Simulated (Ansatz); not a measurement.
BaGaHO2:
```cif
data_HBaGaO2
_chemical_formula_sum 'Ba1 Ga1 O2 H1'
_space_group_name_H-M_alt 'P4/mmm'
_space_group_IT_number 123
_space_group_name_Hall '-P 4 2'
_cell_length_a 3.98003
_cell_length_b 3.98003
_cell_length_c 3.89773
_cell_angle_alpha 90.000
_cell_angle_beta 90.000
_cell_angle_gamma 90.000
loop_
_atom_site_label
_atom_site_type_symbol
_atom_site_symmetry_multiplicity
_atom_site_Wyckoff_symbol
_atom_site_fract_x
_atom_site_fract_y
_atom_site_fract_z
_atom_site_occupancy
Ba1 Ba 1 d 0.50000 0.50000 0.50000 1
Ga1 Ga 1 a 0.00000 0.00000 0.00000 1
O1 O 2 f 0.00000 0.50000 0.00000 1
H1 H 1 b 0.00000 0.00000 0.50000 1
```

Relaxed with r²SCAN.

### Question
Tabulate the valence density and the electron localisation function along the shortest Ba–O contact (2.79 Å), r²SCAN in the plane-wave PAW code Ansatz.

### Answer


| distance from Ba (Å) | density (e/Å³) | ELF |
|---|---|---|
| 0.28 | 0.62 | 0.00 |
| 0.42 | 0.92 | 0.15 |
| 0.56 | 1.26 | 0.60 |
| 0.70 | 1.38 | 0.82 |
| 0.84 | 1.20 | 0.86 |
| 0.97 | 0.86 | 0.84 |
| 1.11 | 0.53 | 0.71 |
| 1.25 | 0.32 | 0.38 |
| 1.39 | 0.21 | 0.12 |
| 1.53 | 0.19 | 0.09 |
| 1.67 | 0.24 | 0.23 |
| 1.81 | 0.38 | 0.55 |
| 1.95 | 0.67 | 0.76 |
| 2.09 | 1.24 | 0.83 |
| 2.23 | 2.37 | 0.83 |
| 2.37 | 4.25 | 0.77 |
| 2.51 | 6.41 | 0.59 |

The density is the valence pseudo-density with augmentation charge, so density and ELF within about 1 Å of a nucleus are not all-electron values.

The start of the workflow was typed in or built on a structure type; neither database checked (COD, Materials Project) lists it. Whether it is the stable phase at ambient conditions was not checked. The r²SCAN relaxation kept the symmetry of its start; its stability against distortions is not shown here. Spin–orbit coupling is left out wherever it is not named.

Potentials: the earlier of the program's two PAW sets.
